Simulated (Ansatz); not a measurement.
BiTe: how the k-point mesh moves the results

Theory: DFT PBE, scalar-relativistic, plane waves, PAW (Ansatz).

```cif
data_structure
_symmetry_space_group_name_H-M 'P 1'
_symmetry_Int_Tables_number 1
_cell_length_a 4.5750
_cell_length_b 4.5750
_cell_length_c 4.5750
_cell_angle_alpha 60.000
_cell_angle_beta 60.000
_cell_angle_gamma 60.000
_cell_volume 67.71
loop_
_atom_site_label
_atom_site_type_symbol
_atom_site_fract_x
_atom_site_fract_y
_atom_site_fract_z
_atom_site_occupancy
Bi1 Bi 0.00000 0.00000 0.00000 1
Te1 Te 0.50000 0.50000 0.50000 1
```

* plane-wave cutoff: 420 eV
* occupation rule: Gaussian smearing, 0.1 eV
* spin treatment: unpolarised

The atoms are held and the k-point mesh is swept. Energies are extrapolated to zero smearing and count from the reference run, 18×18×18. The cell isn't necessarily relaxed at this level. The meshes are Γ-centred. Spin–orbit coupling is left out. Pressure is positive in compression.

Question: Tried: 1×1×1, 2×2×2, 4×4×4, 6×6×6, 8×8×8, 10×10×10, 12×12×12, 14×14×14, 16×16×16, 18×18×18. From which k-point mesh on does the energy per atom stay within 100, 10 and 1 meV of the reference?

Answer: 4×4×4 for 100 meV, 6×6×6 for 10 meV, 14×14×14 for 1 meV. The reference itself isn't shown to be converged.

| mesh | ΔE (meV/atom) | P (GPa) | irreducible points |
| --- | --- | --- | --- |
| 1×1×1 | 3905 | 30.80 | 1 |
| 2×2×2 | 757 | 6.38 | 3 |
| 4×4×4 | -12.7 | 0.65 | 8 |
| 6×6×6 | 5.23 | 0.94 | 16 |
| 8×8×8 | -4.20 | 0.65 | 29 |
| 10×10×10 | 0.09 | 0.79 | 47 |
| 12×12×12 | -1.33 | 0.72 | 72 |
| 14×14×14 | 0.04 | 0.76 | 104 |
| 16×16×16 | 0.45 | 0.75 | 145 |
| 18×18×18 | 0.00 | 0.74 | 195 |